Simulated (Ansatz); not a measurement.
Method: PBEsol, scalar-relativistic; no spin polarisation; PAW, 420 eV, 10×10×10 k-mesh, Gaussian smearing of 0.05 eV; code Ansatz. The datasets are Ansatz's generated set soft_2.

The calculation on XP, where X is one element, gave:

```json
{
 "Space group": "Fm-3m (No. 225)",
 "Conventional cell": "a = 5.448 Å, b = 5.448 Å, c = 5.448 Å, α = 90.00°, β = 90.00°, γ = 90.00°",
 "Volume": "20.22 Å³/atom",
 "Band gap": "zero (metallic)",
 "Density of states at the Fermi level": "0.11 states/(eV·atom)",
 "f electrons (orthogonalised atomic orbitals)": "X 13.98",
 "Formation energy from the elements (0 K, uncorrected)": "-1.61 eV/atom",
 "Bulk modulus (Birch–Murnaghan)": "94 GPa",
 "Pressure derivative B0′": "3.2"
}
```

Sites: X on 4b, P on 4a.

**Question.** Which element is X?
A. Hf
B. Ta
C. Lu
D. Tm

**Answer.** C. X is Lu, so the compound is LuP.

The cell was built from a prototype; rock salt is the usual structure of such lanthanide and actinide compounds.

These numbers lack spin–orbit coupling.
